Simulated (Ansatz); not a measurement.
**Property card for C**

C:
```yaml
crystal:
  lattice:
    - [2.58223, 0.00000, 0.00000]
    - [0.00000, 2.58223, 0.00000]
    - [0.00000, 0.00000, 5.96897]
  atoms:
    - { symbol: C, position: [0.00000, 0.00000, 0.75000] }
    - { symbol: C, position: [0.00000, 0.00000, 0.25000] }
    - { symbol: C, position: [0.50000, 0.00000, 0.88792] }
    - { symbol: C, position: [0.50000, 0.00000, 0.11208] }
    - { symbol: C, position: [0.00000, 0.50000, 0.38792] }
    - { symbol: C, position: [0.00000, 0.50000, 0.61208] }
```

Space group P4_2/mmc (No. 131); conventional cell a = b = 2.582 Å, c = 5.969 Å, α = β = γ = 90.00°.

Method: DFT-PBEsol in the program Ansatz with PAW potentials. Structure relaxed to zero pressure with the same functional. Other levels are named where they apply.

### Cell and energy

| Property | Value |
|---|---|
| Volume per atom | 6.63 Å³ |
| Density | 3.01 g/cm³ |

### Electronic structure

| Item | Value |
|---|---|
| Electronic character | metallic (no gap) |
| Density of states at the Fermi level | 0.11 states/eV per atom (mean over ±0.08 eV) |

### Mechanics

| Property | Result |
|---|---|
| Bulk modulus (Birch–Murnaghan fit) | 332 GPa |
| Pressure derivative B′ | 3.7 |
| Elastic constants (relaxed ions, GPa) | C11 = 732, C12 = 51.9, C13 = 105, C33 = 1170, C44 = 77.1, C66 = 67.4 |
| Mechanical stability | stable (all eigenvalues of C positive) |
| Hill bulk and shear moduli | 341 and 156 GPa |
| Young's modulus | 405 GPa |
| Poisson's ratio | 0.30 |
| Debye temperature from the elastic constants | 1270 K |

### Phonons

| Item | Result |
|---|---|
| Highest zone-centre frequency | 1659 cm^-1 |
| Zone-centre stability | no imaginary mode at Γ |

The start of the workflow was typed in or built on a structure type; neither database checked (COD, Materials Project) lists it. It is not the phase usual at ambient conditions (space group No. 194, 227). The PBEsol relaxation kept the symmetry of its start. As this level gives no gap, shear constants depend on the k-mesh and smearing (Fermi–Dirac, 0.1 eV here). As this level gives no gap, phonon frequencies hold no LO–TO term and depend on the k-mesh and smearing (Fermi–Dirac, 0.1 eV here).

Potentials: the earlier of the program's two PAW sets. The files were generated under PBE; for other functionals the program regenerates the frozen cores, and for LDA and PBEsol the local potential too.
